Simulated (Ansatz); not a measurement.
CsCl-type YbBi

Level of theory: DFT, PBE+U (U_eff = 6 eV on Yb 4f), scalar-relativistic, collinear spin; plane waves to 420 eV with PAW datasets (Ansatz 0.2.0), Γ-centred 8×8×8 mesh, 0.05 eV Gaussian smearing. The datasets are Ansatz's generated set soft_2.

```yaml
crystal:
  lattice:
    - [3.97826, 0.00000, 0.00000]
    - [0.00000, 3.97826, 0.00000]
    - [0.00000, 0.00000, 3.97826]
  atoms:
    - { symbol: Yb, position: [0.00000, 0.00000, 0.00000] }
    - { symbol: Bi, position: [0.50000, 0.50000, 0.50000] }
```

This is a trial structure: such lanthanide and actinide compounds mostly take the rock-salt structure.

Magnetic state: non-magnetic, site spin moments none.

The cell above was scaled in volume, its shape and atoms being fixed by the lattice's symmetry. Energies are counted from the cell above.

Cell and atoms are those of this level's equilibrium.

| V (Å³/atom) | ΔE (meV/atom) | P from the stress (GPa) |
| --- | --- | --- |
| 29.750 | 12.16 | 2.37 |
| 30.222 | 6.23 | 1.65 |
| 30.852 | 1.46 | 0.77 |
| 31.481 | 0.00 | -0.03 |
| 32.111 | 1.52 | -0.74 |
| 32.740 | 5.73 | -1.39 |
| 33.685 | 16.51 | -2.25 |
| 34.629 | 31.95 | -2.98 |

Problem. Do the energies and the pressures agree? Compare −ΔE/ΔV between neighbouring points (1 meV/Å³ = 0.1602 GPa) with the mean of their pressures.

Solution. 
```json
{"interval (Å³/atom)": "29.75 to 30.22", "−ΔE/ΔV (GPa)": "2.0", "mean P (GPa)": "2.0"}
{"interval (Å³/atom)": "30.22 to 30.85", "−ΔE/ΔV (GPa)": "1.2", "mean P (GPa)": "1.2"}
{"interval (Å³/atom)": "30.85 to 31.48", "−ΔE/ΔV (GPa)": "0.4", "mean P (GPa)": "0.4"}
{"interval (Å³/atom)": "31.48 to 32.11", "−ΔE/ΔV (GPa)": "-0.4", "mean P (GPa)": "-0.4"}
{"interval (Å³/atom)": "32.11 to 32.74", "−ΔE/ΔV (GPa)": "-1.1", "mean P (GPa)": "-1.1"}
{"interval (Å³/atom)": "32.74 to 33.68", "−ΔE/ΔV (GPa)": "-1.8", "mean P (GPa)": "-1.8"}
{"interval (Å³/atom)": "33.68 to 34.63", "−ΔE/ΔV (GPa)": "-2.6", "mean P (GPa)": "-2.6"}
```
They differ by 0.01 GPa at most.

Problem. What do the two routes give for V0, B0 and B0′?

Solution. A third-order Birch–Murnaghan fit of the energies: V0 = 31.46 Å³/atom, B0 = 38 GPa, B0′ = 4.2. A polynomial of P in ln V, with B = −dP/d ln V at P = 0: V0 = 31.46 Å³/atom, B0 = 38 GPa, B0′ = 4.1.

B0·V0 = 37.9 GPa × 31.46 Å³ = 7.45 eV/atom sets the scale: near the minimum ΔE ≈ ½ B0 V0 x², with x = V/V0 − 1, and a pressure of 0.4 GPa squeezes the volume by about 1 %. At the ends of the curve: x = −5.4 % predicts 11.0 meV/atom and the run gives 12.2; x = +10.1 % predicts 37.7 meV/atom and the run gives 31.9. The lopsidedness is anharmonic: atoms resist being pushed together more than being pulled apart.

For elements this heavy, spin–orbit coupling would shift levels and gaps; it isn't included here. The run wasn't fully tested for a lower electronic state. The run holds 1.0 f electrons more on Yb than the trivalent ion has, so it is divalent here. In such compounds it is trivalent as a rule, so this state is likely an artefact, and the extra f charge swells the ion. The run is a metal.
